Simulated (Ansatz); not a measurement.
# Is this Be3ZnSe4 structure a true minimum?

It was reached by relaxing an invented guess, and it needn't be the stable form of this composition.

Computed with DFT PBE, scalar-relativistic, plane waves, PAW (Ansatz 0.2.0). Settings: cutoff 420 eV, Γ-centred mesh 4×4×4 on the computed 8-atom cell, Gaussian smearing of 0.02 eV; no spin polarisation.

The cell below (8 atoms, space group P-43m (No. 215)) is relaxed within its symmetry.

```yaml
crystal:
  lattice:
    - [5.31996, 0.00000, 0.00000]
    - [0.00000, 5.31996, 0.00000]
    - [0.00000, 0.00000, 5.31996]
  atoms:
    - { symbol: Be, position: [0.50000, 0.00000, 0.00000] }
    - { symbol: Be, position: [0.00000, 0.00000, 0.50000] }
    - { symbol: Be, position: [0.00000, 0.50000, 0.00000] }
    - { symbol: Zn, position: [0.50000, 0.50000, 0.50000] }
    - { symbol: Se, position: [0.76277, 0.23723, 0.76277] }
    - { symbol: Se, position: [0.76277, 0.76277, 0.23723] }
    - { symbol: Se, position: [0.23723, 0.23723, 0.23723] }
    - { symbol: Se, position: [0.23723, 0.76277, 0.76277] }
```

For the test it was strained at random (σ = 1.5 % a component), the atoms were moved at random (σ = 0.10 Å), and all was relaxed again on a coarse 4×4×4 mesh (in the run’s order of axes) with 0.10 eV smearing, with no symmetry imposed.

Q: Does it come back?

A: It returns, within 1 meV/atom of the unmoved cell on that mesh and with the same symmetry when read at 0.1 Å (P2 at 0.01 Å, so small strains and shifts remain). No instability shows in this cell; modes of other wave vectors, which need another repeat, aren't tested.
